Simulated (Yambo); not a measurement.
LiBr: sweep of GW parameters

G0W0@PBEsol for LiBr (rock salt, space group Fm-3m, No. 225) in Yambo. Reference settings: 4×4×4 Γ-centred k mesh, bands 2 to 147 and a 14 Ry block in the screening, 147 bands in G with the Bruneval-Gonze terminator, plasmon pole fitted at 27.2 eV. The PBEsol gap Γ → Γ on this mesh is 4.99 eV; G0W0 gaps are taken between the same points.

```tsv
change from the reference	G0W0 gap Γ → Γ (eV)	shift of the valence edge (eV)	rough Yambo cost
reference settings	7.42	-1.70	1
6 Ry block	7.23	-1.46	about 1/3
11 Ry block	7.39	-1.66	within a factor of two
90 bands in G, no terminator	7.36	-1.58	–
no terminator	7.40	-1.65	–
```

The reference isn't shown to be the converged limit. Costs are rough (shared machines), scaled to the same edge states, and given only for runs that recompute the screening.

Spin-orbit splittings are left out.

Geometry relaxed with PBEsol; primitive cell a = 3.8252 Å, b = 3.8252 Å, c = 3.8252 Å, α = 60.00°, β = 60.00°, γ = 60.00°.

A shift is the quasiparticle energy of the state minus its PBEsol energy.
